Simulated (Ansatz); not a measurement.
An Ansatz input:

```yaml
crystal:
  lattice:
    - [2.8145824327, 0.0, 0.0]
    - [-1.4072912163, 2.4374998878, 0.0]
    - [0.0, 0.0, 9.0536519367]
  atoms:
    - { symbol: Re, position: [1.0, 0.0, 1.0] }
    - { symbol: Re, position: [1.0, 0.0, 0.5] }
    - { symbol: Re, position: [0.3333333333, 0.6666666667, 0.25] }
    - { symbol: Re, position: [0.6666666667, 0.3333333333, 0.75] }
hamiltonian:
  xc: blyp
  pseudopotentials:
    kind: paw
    azcp:
      Re: "pseudopotentials/Re.paw.azcp"
basis:
  ecutwfc: 420
  fft_grid_basis: typed
kpoints:
  mp_grid: { grid: [17, 17, 5], shift: [0, 0, 0] }
magnetization:
  spin_polarized: false
scf:
  occupations: { method: fermi_dirac, width: 0.1 }
```

Terminal output

```
Engine: ansatz 0.2.0, aarch64-unknown-linux-gnu
Pseudopotentials: kind: paw
Pseudopotential: Re, paw, valence charge 15, recommended cutoff 420 eV (normal) 
Functional definition: BLYP
  parameter beta = 0.0042
  parameter a = 0.04918
  parameter b = 0.132
  parameter c = 0.2533
  parameter d = 0.349
  exchange = b88_x(beta = beta)
  correlation = lyp_c(a = a, b = b, c = c, d = d)
Crystal: 4 atoms, lattice volume = 62.113 Å³
Basis set: ecut = 420 eV, 1231 PW (Γ), exchange–correlation on 40×40×128 points (8 copies of the dense FFT grid, shifted against one another)
Bands: 36, of which v1, the nominal top of the filled ones, is band 30 counted from 1 (29 counted from 0)
Symmetry: 24 space group operations
Space group: P63/mmc (ITA 194), of the structure as read, at distance tolerance 4.0e-5 Å
k-points: 99 of 1445
Non-local potential: Re, projectors of the file, l = 0: 3, l = 1: 2, l = 2: 2, l = 3: 1
PAW form: soft (Blöchl's): semilocal exchange-correlation on the pseudo side does not see the compensation charge
PAW frozen core: Re, regenerated for the run's functional, and the local potential with it (the file was generated under x = pbe(κ = 0.804, μ = 0.2195149727645171), c = pbe(β = 0.06672455060314922))
PAW one-centre angular grid: Re, 590 points (default); XC on 64 Gauss nodes
Initial density: superposition of atomic densities (neutral atoms: chi_scale 0, normalization atom), corrected by the library's trained network
Initial wavefunctions: pseudopotential atomic-orbital guess
Functional: x = b88, c = lyp
SCF iter   1: F=—  HF=-43570.242185 eV  |F-HF|=—  |Δ(HF+E_count)|=         —  Δρ=1.63e-2  dr2=1.56e-1  ethr=1.77e-3  ⟨swp⟩=4.9  Hψ=11878  notcnv=0
SCF iter   2: F=—  HF=-43570.216396 eV  |F-HF|=—  |Δ(HF+E_count)|=   2.58e-2  Δρ=9.18e-3  dr2=4.64e-2  ethr=2.60e-4  ⟨swp⟩=1.0  Hψ=4360  notcnv=0
SCF iter   3: F=—  HF=-43570.207070 eV  |F-HF|=—  |Δ(HF+E_count)|=   9.33e-3  Δρ=1.28e-3  dr2=6.02e-4  ethr=7.73e-5  ⟨swp⟩=2.0  Hψ=5443  notcnv=0  defer=2
SCF iter   4: F=—  HF=-43570.207189 eV  |F-HF|=—  |Δ(HF+E_count)|=   1.19e-4  Δρ=2.05e-4  dr2=2.04e-5  ethr=1.00e-6  ⟨swp⟩=2.4  Hψ=5054  notcnv=0  defer=2
SCF iter   5: F=—  HF=-43570.207210 eV  |F-HF|=—  |Δ(HF+E_count)|=   2.11e-5  Δρ=6.49e-5  dr2=1.81e-6  ethr=3.39e-8  ⟨swp⟩=2.1  Hψ=4848  notcnv=0  defer=2
SCF iter   6: F=-43570.207211 eV  HF=-43570.207211 eV  |F-HF|=2.58e-8  |Δ(HF+E_count)|=   1.15e-6  Δρ=1.02e-5  dr2=4.23e-8  ethr=1.67e-10  ⟨swp⟩=1.2  Hψ=8903  notcnv=0
SCF 1 converged in 6 iterations: F = -43570.207211 eV  dr2 = 4.23e-8
SCF converged after 6 iterations
Free energy (F): -43570.207211 eV
Harris-Foulkes:  -43570.207211 eV  (|F-HF|=2.58e-8)
Internal energy: -43570.105386 eV  (E = F + TS)
E sigma→0 (E₀):  -43570.156299 eV
Entropy (-TS):   -0.101825 eV (-25.456 meV/atom)
Fermi energy:    23.146305 eV
--- Per-component energies (eV) ---
  E_band       = -337.009250
  E_kinetic    = 2158.263313
  E_local      = -3224.604200  (includes V_loc(G=0)·N_el)
  E_nonlocal   = 196.555925
  E_hartree    = 1147.627458
  E_xc         = -1594.352785
  E_vxc        = -1189.423634  (∫ρ·V_xc dr)
  E_paw        = -34752.913386  (= ΣΔE_a)
  E_vpaw       = -573.061885  (= ΣTr[D̂ρ^β])
  E_aug_tail   = -0.000298  (compensation charges beyond the density's cutoff)
  E_ewald      = -7501.348529
  E_core_change = 0.667115  (= ΣΔE_core)
  E_smearing   = -0.101825  (= −TS)
  E_closure    = 0.000000  (closes the sum)
  Σ components = -43570.207211   (vs F -43570.207211, Δ=0.00e0)
```
